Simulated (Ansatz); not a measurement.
The relaxed structure here is a generated cell of Au: the first start was made by placing the elements on the sites of a structure type, and the end was not matched to a known phase here, so it may be hypothetical. Known forms of Au include space group No. 225.

The end point of a relaxation of Au. Space group Pm-3m (No. 221), simple cubic type. Calculation: PBEsol (plane waves to 420 eV, PAW, scalar-relativistic; Ansatz, a program for electronic structure).

Space group Pm-3m (No. 221); a = b = c = 2.6954 Å, α = β = γ = 90.00°

```csv
atom,site,symmetry,x,y,z
Au,1a,m-3m,0.0000,0.0000,0.0000
```

```yaml
volume_per_atom: 19.58 Å³
band_gap: no gap (metallic)
shortest_distances: Au–Au 2.70 Å
k-mesh: 17×17×17
```

No spin polarisation in the result.

The run could not lose the symmetry of its start, so the end can be a saddle point.
